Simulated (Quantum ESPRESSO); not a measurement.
Parts of the isotropic shielding in ZrS2, by GIPAW with PBE in a modified build of Quantum ESPRESSO, on JTH PAW datasets, 20 Ha, k-mesh 11×11×6 shifted:

```xyz
3
Lattice="3.6914 0.0000 0.0000 -1.8457 3.1968 0.0000 0.0000 0.0000 6.0411" Properties=species:S:1:pos:R:3 pbc="T T T"
Zr     0.0000     0.0000     0.0000
S      1.8457     1.0656     4.6438
S      0.0000     2.1312     1.3972
```
The cell was made here from a computed Materials Project entry: S2 and its equivalents moved by 0.04 Å along (0.00, 0.00, 1.00), space group kept. The parent is ZrS2 in P-3m1; whether this form has been observed was not checked. Stability against distortions was not tested. The layers lie 3.2 Å apart; this gap hangs on dispersion, and neither it nor the stacking was checked against the measured crystal. The run has no spin polarisation.

The core term is that of the free atom's frozen core; the paramagnetic column sums the reconstruction terms. These are absolute shieldings with no macroscopic susceptibility term; δ = σ_ref − σ needs a reference computed alike. In our sweeps, cutoffs and meshes of this size left a few ppm, and up to some 20 ppm on atoms from Zn on. No spin–orbit coupling; Zr is the heaviest element present. No d partial waves on S: the paramagnetic term there is incompletely reconstructed. The band gap at this level is small, which makes the paramagnetic part of σ large and sensitive to the functional.

```tsv
site	core	bare (smooth current)	diamagnetic correction	paramagnetic corrections	σ_iso (ppm)
Zr (atom 1)	3668.1	-1.2	16.2	[?]	[?]
S (atoms 2, 3)	979.8	-9.9	-10.4	[?]	[?]
```

Q: Complete the blanks.

A: 
- Zr (atom 1), paramagnetic corrections: -2576.9
- Zr (atom 1), σ_iso (ppm): 1106.2
- S (atoms 2, 3), paramagnetic corrections: -949.3
- S (atoms 2, 3), σ_iso (ppm): 10.2
